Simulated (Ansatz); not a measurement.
KF:
```
KF
1.0
    0.00000     2.65943     2.65943
    2.65943     0.00000     2.65943
    2.65943     2.65943     0.00000
K F
1 1
Direct
  0.00000   0.00000   0.00000
  0.50000   0.50000   0.50000
```

Relaxed with r²SCAN. Special points in fractions of this cell's reciprocal vectors: Γ (0.000, 0.000, 0.000); X (0.500, 0.000, 0.500); U (0.625, 0.250, 0.625); K (0.375, 0.375, 0.750); L (0.500, 0.500, 0.500); W (0.500, 0.250, 0.750).

Q: List the band energies nearest the valence-band maximum at these points for the program Ansatz at the r²SCAN level (PAW).

A: In eV from the valence-band maximum; about four levels below and three above (degenerate sets whole), none deeper than 8.9 eV; points with the same levels are listed once.

```
k              below                   above
-  -----------------  ----------------------
Γ     0.00 0.00 0.00  6.91 11.50 11.50 11.50
X  -0.19 -0.05 -0.05        8.80 11.31 12.53
U  -0.33 -0.19 -0.18        9.58 11.42 12.08
L  -0.78 -0.35 -0.35  9.75 11.35 12.97 12.97
W  -0.40 -0.15 -0.15       10.39 10.39 12.21
```

Space group Fm-3m (rock salt). The cell was relaxed with r²SCAN under the symmetry of its start.

Potentials: the earlier of the program's two PAW sets. The files were generated under PBE; for other functionals the program regenerates the frozen cores, and for LDA and PBEsol the local potential too.
